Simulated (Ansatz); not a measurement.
How settings move the G0W0 gap of Cl (Cmce)

A 4-atom cell of Cl (Cmce) from a materials database, relaxed with r2SCAN+rVV10; one-shot G0W0 in Ansatz without spin-orbit coupling. No spin polarisation and no zero-point or thermal motion.

```xyz
4
Lattice="3.1252 -2.0072 0.0000 3.1252 2.0072 0.0000 0.0000 0.0000 8.1466" Properties=species:S:1:pos:R:3 pbc="T T T"
Cl    3.1252   -1.5080    4.9489
Cl    3.1252    1.5080    3.1977
Cl    3.1252   -0.4993    0.8756
Cl    3.1252    0.4993    7.2710
```

Gaps are read over the mesh points alone. G0W0 here is at a finite number of bands, screening cutoff and k mesh, not at the basis limit.
```json
{"start": "PBE", "potentials": "PAW", "frequency model": "contour deformation", "mesh": "4×4×2", "empty bands": "166", "screening cutoff (eV)": "80", "Kohn-Sham gap (eV)": "2.20", "G0W0 gap (eV)": "4.48", "rough cost": "60 core-seconds"}
{"start": "PBE", "potentials": "PAW", "frequency model": "contour deformation", "mesh": "4×4×2", "empty bands": "384", "screening cutoff (eV)": "140", "Kohn-Sham gap (eV)": "2.20", "G0W0 gap (eV)": "4.55", "rough cost": "5 core-minutes"}
{"start": "PBE", "potentials": "PAW", "frequency model": "contour deformation", "mesh": "4×4×2", "empty bands": "706", "screening cutoff (eV)": "210", "Kohn-Sham gap (eV)": "2.20", "G0W0 gap (eV)": "4.55", "rough cost": "27 core-minutes"}
{"start": "HSE06", "potentials": "PAW", "frequency model": "contour deformation", "mesh": "4×4×2", "empty bands": "384", "screening cutoff (eV)": "140", "Kohn-Sham gap (eV)": "3.80", "G0W0 gap (eV)": "5.75", "rough cost": "13 core-minutes"}
{"start": "LDA", "potentials": "PAW", "frequency model": "contour deformation", "mesh": "4×4×2", "empty bands": "384", "screening cutoff (eV)": "140", "Kohn-Sham gap (eV)": "2.05", "G0W0 gap (eV)": "4.32", "rough cost": "5 core-minutes"}
{"start": "r2SCAN", "potentials": "PAW", "frequency model": "contour deformation", "mesh": "4×4×2", "empty bands": "384", "screening cutoff (eV)": "140", "Kohn-Sham gap (eV)": "2.57", "G0W0 gap (eV)": "4.94", "rough cost": "6 core-minutes"}
{"start": "PBE", "potentials": "PAW", "frequency model": "Godby-Needs pole", "mesh": "4×4×2", "empty bands": "384", "screening cutoff (eV)": "140", "Kohn-Sham gap (eV)": "2.20", "G0W0 gap (eV)": "4.74", "rough cost": "9 core-minutes"}
{"start": "PBE", "potentials": "PAW", "frequency model": "contour deformation", "mesh": "6×6×2", "empty bands": "166", "screening cutoff (eV)": "80", "Kohn-Sham gap (eV)": "2.20", "G0W0 gap (eV)": "4.48", "rough cost": "4 core-minutes"}
{"start": "PBE", "potentials": "norm-conserving", "frequency model": "contour deformation", "mesh": "4×4×2", "empty bands": "384", "screening cutoff (eV)": "140", "Kohn-Sham gap (eV)": "2.18", "G0W0 gap (eV)": "4.51", "rough cost": "7 core-minutes"}
```

The quasiparticle gap on this mesh is 4.55 eV (R to Γ), against 2.20 eV from PBE: +2.35 eV. Renormalisation factors Z lie between 0.69 and 0.73.

Raising bands and cutoff together moves the gap by +0.07 eV (80 to 140 eV), then 0.00 eV (140 to 210 eV); the last step is small, which bounds nothing strictly. Starting from HSE06 (3.80 eV against PBE's 2.20 eV) gives 5.75 eV, +1.20 eV from G0W0@PBE at the same screening cutoff. Starting from LDA (2.05 eV against PBE's 2.20 eV) gives 4.32 eV, -0.23 eV from G0W0@PBE at the same screening cutoff. Starting from r2SCAN (2.57 eV against PBE's 2.20 eV) gives 4.94 eV, +0.39 eV from G0W0@PBE at the same screening cutoff. The Godby-Needs plasmon pole differs from contour deformation by +0.19 eV. A 6×6×2 mesh in place of 4×4×2 changes the opening over PBE by 0.00 eV (the gap on the mesh by 0.00 eV). Norm-conserving potentials (wave cutoff 789 eV against 420 eV) shift the quasiparticle gap by -0.04 eV and the PBE gap by -0.02 eV. r2SCAN runs take a wave cutoff of 500 eV.
